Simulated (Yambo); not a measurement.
Optical response of CaHI

```xyz
6
Lattice="3.9797 0.0000 0.0000 0.0000 3.9797 0.0000 0.0000 0.0000 8.5908" Properties=species:S:1:pos:R:3 pbc="T T T"
H      1.9899     1.9899     0.0000
H      0.0000     0.0000     0.0000
Ca     0.0000     1.9899     1.1878
Ca     1.9899     0.0000     7.4030
I      0.0000     1.9899     5.8396
I      1.9899     0.0000     2.7513
```

Yambo, RPA with local fields on PBEsol bands; 4×4×2 mesh, 106 bands, 3 Ry local-field block, 0.2 eV broadening; field along x.

```json
[
 {"E (eV)": "0.0", "Im ε": "0.00", "Re ε": "4.82", "Im ε, independent particles": "0.00"},
 {"E (eV)": "0.6", "Im ε": "0.03", "Re ε": "4.86", "Im ε, independent particles": "0.03"},
 {"E (eV)": "1.2", "Im ε": "0.06", "Re ε": "5.00", "Im ε, independent particles": "0.08"},
 {"E (eV)": "1.9", "Im ε": "0.11", "Re ε": "5.25", "Im ε, independent particles": "0.13"},
 {"E (eV)": "2.5", "Im ε": "0.19", "Re ε": "5.69", "Im ε, independent particles": "0.24"},
 {"E (eV)": "3.1", "Im ε": "0.38", "Re ε": "6.51", "Im ε, independent particles": "0.49"},
 {"E (eV)": "3.8", "Im ε": "1.42", "Re ε": "8.28", "Im ε, independent particles": "1.85"},
 {"E (eV)": "4.4", "Im ε": "5.54", "Re ε": "7.17", "Im ε, independent particles": "6.77"},
 {"E (eV)": "5.0", "Im ε": "6.60", "Re ε": "6.41", "Im ε, independent particles": "8.76"},
 {"E (eV)": "5.6", "Im ε": "8.35", "Re ε": "2.73", "Im ε, independent particles": "10.1"},
 {"E (eV)": "6.2", "Im ε": "6.27", "Re ε": "0.40", "Im ε, independent particles": "7.59"},
 {"E (eV)": "6.9", "Im ε": "4.49", "Re ε": "0.06", "Im ε, independent particles": "5.42"},
 {"E (eV)": "7.5", "Im ε": "3.42", "Re ε": "0.24", "Im ε, independent particles": "4.19"},
 {"E (eV)": "8.1", "Im ε": "3.34", "Re ε": "0.30", "Im ε, independent particles": "3.84"},
 {"E (eV)": "8.8", "Im ε": "3.86", "Re ε": "0.14", "Im ε, independent particles": "4.27"},
 {"E (eV)": "9.4", "Im ε": "2.73", "Re ε": "0.44", "Im ε, independent particles": "3.51"},
 {"E (eV)": "10.0", "Im ε": "2.97", "Re ε": "-0.32", "Im ε, independent particles": "3.28"},
 {"E (eV)": "10.6", "Im ε": "1.87", "Re ε": "-0.53", "Im ε, independent particles": "1.95"},
 {"E (eV)": "11.2", "Im ε": "1.47", "Re ε": "-0.21", "Im ε, independent particles": "1.68"},
 {"E (eV)": "11.9", "Im ε": "1.62", "Re ε": "0.02", "Im ε, independent particles": "1.76"},
 {"E (eV)": "12.5", "Im ε": "2.01", "Re ε": "-0.24", "Im ε, independent particles": "1.45"},
 {"E (eV)": "13.1", "Im ε": "1.28", "Re ε": "-0.47", "Im ε, independent particles": "0.87"},
 {"E (eV)": "13.8", "Im ε": "1.15", "Re ε": "-0.45", "Im ε, independent particles": "0.65"},
 {"E (eV)": "14.4", "Im ε": "0.55", "Re ε": "-0.45", "Im ε, independent particles": "0.32"},
 {"E (eV)": "15.0", "Im ε": "0.47", "Re ε": "0.02", "Im ε, independent particles": "0.38"},
 {"E (eV)": "15.6", "Im ε": "0.50", "Re ε": "0.14", "Im ε, independent particles": "0.37"},
 {"E (eV)": "16.2", "Im ε": "0.44", "Re ε": "0.10", "Im ε, independent particles": "0.29"},
 {"E (eV)": "16.9", "Im ε": "0.33", "Re ε": "0.31", "Im ε, independent particles": "0.29"},
 {"E (eV)": "17.5", "Im ε": "0.30", "Re ε": "0.43", "Im ε, independent particles": "0.29"},
 {"E (eV)": "18.1", "Im ε": "0.31", "Re ε": "0.46", "Im ε, independent particles": "0.27"},
 {"E (eV)": "18.8", "Im ε": "0.33", "Re ε": "0.58", "Im ε, independent particles": "0.30"},
 {"E (eV)": "19.4", "Im ε": "0.37", "Re ε": "0.60", "Im ε, independent particles": "0.27"},
 {"E (eV)": "20.0", "Im ε": "0.42", "Re ε": "0.60", "Im ε, independent particles": "0.19"}
]
```

Peak heights and small wiggles depend on the k mesh. Convergence of the RPA response with its 4×4×2 mesh was not tested. No excitonic effects at this level.

Without spin-orbit coupling, band edges of such heavy elements can be off by tenths of an eV.

Geometry relaxed with PBE+D3(BJ).
